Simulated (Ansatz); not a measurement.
Data:

Si$_{2}$W:
```cif
data_Si16W8
_chemical_formula_sum 'Si16 W8'
_space_group_name_H-M_alt 'Fddd :1'
_space_group_IT_number 70
_space_group_name_Hall 'F 2 2 -1d'
_cell_length_a 4.59067
_cell_length_b 7.94061
_cell_length_c 8.97832
_cell_angle_alpha 90.000
_cell_angle_beta 90.000
_cell_angle_gamma 90.000
loop_
_atom_site_label
_atom_site_type_symbol
_atom_site_symmetry_multiplicity
_atom_site_Wyckoff_symbol
_atom_site_fract_x
_atom_site_fract_y
_atom_site_fract_z
_atom_site_occupancy
Si1 Si 16 f 0.00000 0.33632 0.00000 1
W1 W 8 a 0.00000 0.00000 0.00000 1
```
(The calculation used a cell of 6 atoms; values per cell refer to that cell.)

This is the PBE-relaxed structure.

Q: All from PBE (plane waves, PAW; program Ansatz), unless another level is named. Estimate the electronic character.

A: metallic (no gap).

Q: Give the density of states at the Fermi level.

A: 0.33 states/eV per atom (mean over ±0.08 eV).

Q: Predict the formation energy from the elements (no fitted shifts).

A: -0.22 eV/atom.

The cell is a constructed one: a structure type filled with these elements; neither database checked (COD, Materials Project) lists it. It is not the phase usual at ambient conditions (space group No. 139). The cell was relaxed with PBE under the symmetry of its start; whether a distortion lowers the energy is not shown. The run is not spin-polarised. The references are the lowest solids computed at this level, not always the standard phases. Scalar-relativistic: spin–orbit coupling is off unless named, which matters more the heavier the elements.

Potentials: the later of the program's two PAW sets.
